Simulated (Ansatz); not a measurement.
# Os (diamond): energy against volume

The calculation used DFT, LDA (PW92), plane waves (420 eV) with PAW, scalar-relativistic in Ansatz. (PAW data from PBE, frozen cores regenerated.)

The cell is scaled uniformly from the relaxed one, with fractional coordinates and shape fixed. Energies are extrapolated to zero smearing, pressures are those at the given smearing. Magnetic state: spin not included.

A Birch-Murnaghan fit gives V₀ = 20.48 Å³/atom, B₀ = 233 GPa, B₀′ = 4.5.

Problem. What are the energy above the minimum and the pressure at 18.849 Å³/atom?

Solution. 109.7 meV/atom and 23.43 GPa as computed.

Problem. What are the energy above the minimum and the pressure at 19.669 Å³/atom?

Solution. 25.0 meV/atom and 10.43 GPa as computed.

Problem. What are the energy above the minimum and the pressure at 22.947 Å³/atom?

Solution. 175.4 meV/atom and -20.32 GPa as computed.
